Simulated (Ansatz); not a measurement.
**Every step of a relaxation of zincblende GaP (110), 3 layers**

DFT, LDA, PAW with Ansatz's default frozen-core files, scalar-relativistic (Ansatz 0.2.0); a Γ-centred 8×6×1 k mesh, Fermi–Dirac smearing of 0.02 eV, no spin polarisation. The run relaxes the atoms in the fixed cell.

Command: `ansatz run input.yaml --threads 2 --pin off --max-ram 4096MiB --backend cpu --events-out ev --progress --plain --runs-dir out` It took 38 s on 2 threads of Intel(R) Xeon(R) 6975P-C (Granite Rapids) (shared host), peak memory 0.69 GiB.

```yaml
crystal:
  lattice:
    - [3.8120652633, 0.0, 0.0]
    - [0.0, 5.391074396, 0.0]
    - [0.0, 0.0, 19.8121]
  atoms:
    - { symbol: Ga, position: [0.25, 0.125, 0.4037945179] }
    - { symbol: P, position: [0.75, 0.875, 0.4037945179] }
    - { symbol: Ga, position: [0.75, 0.625, 0.5] }
    - { symbol: P, position: [0.25, 0.375, 0.5] }
    - { symbol: Ga, position: [0.25, 0.125, 0.5962054821] }
    - { symbol: P, position: [0.75, 0.875, 0.5962054821] }
kpoints:
  mp_grid: { grid: [8, 6, 1] }
scf:
  occupations: { method: fermi_dirac, width: 0.02 }
hamiltonian:
  xc: lda
  pseudopotentials: { kind: paw }
output:
  forces: true
  stress: true
  eigenvalues: true
  write_density: true
  write_potential: true
  elf: true
  volumetric_format: npy
relax:
  f_tol: 0.01
  max_steps: 40
efield:
  axis: 3
  amplitude: 0
  dipole_correction: true
```

Each step lists its free energy a cell above the last geometry, and Cartesian positions (Å) with forces (eV/Å).

The first step:

```
step 1  dF = 1263.97 meV
  Ga 0.9530 0.6739 8.0000   0.0000 -1.3488 0.9366
  P 2.8590 4.7172 8.0000   0.0000 0.6035 -1.3066
  Ga 2.8590 3.3694 9.9061   0.0000 0.6216 0.0000
  P 0.9530 2.0217 9.9061   0.0000 0.8691 0.0000
  Ga 0.9530 0.6739 11.8121   0.0000 -1.3488 -0.9366
  P 2.8590 4.7172 11.8121   0.0000 0.6035 1.3066
```

The PAW files were made under PBE.

Q: Where does the relaxation end, and by which steps?

A: After 6 geometries, with a shortest distance of 2.301 Å. The further steps:
```
step 2  dF = 248.69 meV
  Ga 0.9530 0.5577 8.1574   0.0000 -0.5183 0.8245
  P 2.8590 4.6820 7.8368   0.0000 0.2640 -0.5589
  Ga 2.8590 3.5303 9.9061   0.0000 0.4270 0.0001
  P 0.9530 2.1635 9.9061   0.0000 0.0827 -0.0001
  Ga 0.9530 0.5577 11.6547   0.0000 -0.5184 -0.8245
  P 2.8590 4.6820 11.9753   0.0000 0.2640 0.5588
step 3  dF = 16.00 meV
  Ga 0.9530 0.4693 8.3312   0.0000 0.1324 0.0712
  P 2.8590 4.6832 7.7655   0.0000 0.1346 0.1460
  Ga 2.8590 3.6267 9.9061   0.0000 -0.0857 0.0008
  P 0.9530 2.2415 9.9060   0.0000 -0.4463 -0.0016
  Ga 0.9530 0.4693 11.4809   0.0000 0.1311 -0.0707
  P 2.8590 4.6832 12.0466   0.0000 0.1340 -0.1478
step 4  dF = 2.11 meV
  Ga 0.9530 0.4790 8.3390   0.0000 -0.0390 -0.0260
  P 2.8590 4.7086 7.7845   0.0000 -0.0555 0.0452
  Ga 2.8590 3.5993 9.9063   0.0000 -0.0268 -0.0035
  P 0.9530 2.1989 9.9059   0.0000 0.2108 0.0034
  Ga 0.9530 0.4789 11.4731   0.0000 -0.0359 0.0236
  P 2.8590 4.7085 12.0275   0.0000 -0.0540 -0.0407
step 5  dF = 0.04 meV
  Ga 0.9530 0.4787 8.3424   0.0000 -0.0201 -0.0105
  P 2.8590 4.7024 7.7909   0.0000 0.0070 0.0084
  Ga 2.8590 3.5982 9.9061   0.0000 0.0137 0.0001
  P 0.9530 2.2126 9.9060   0.0000 0.0133 -0.0002
  Ga 0.9530 0.4788 11.4697   0.0000 -0.0204 0.0106
  P 2.8590 4.7025 12.0213   0.0000 0.0068 -0.0086
step 6  dF = 0.00 meV
  Ga 0.9530 0.4776 8.3420   0.0000 0.0002 -0.0002
  P 2.8590 4.7026 7.7913   0.0000 0.0002 -0.0002
  Ga 2.8590 3.5996 9.9061   0.0000 -0.0013 -0.0001
  P 0.9530 2.2132 9.9060   0.0000 0.0002 0.0001
  Ga 0.9530 0.4776 11.4700   0.0000 0.0003 0.0001
  P 2.8590 4.7026 12.0208   0.0000 0.0003 0.0003
```
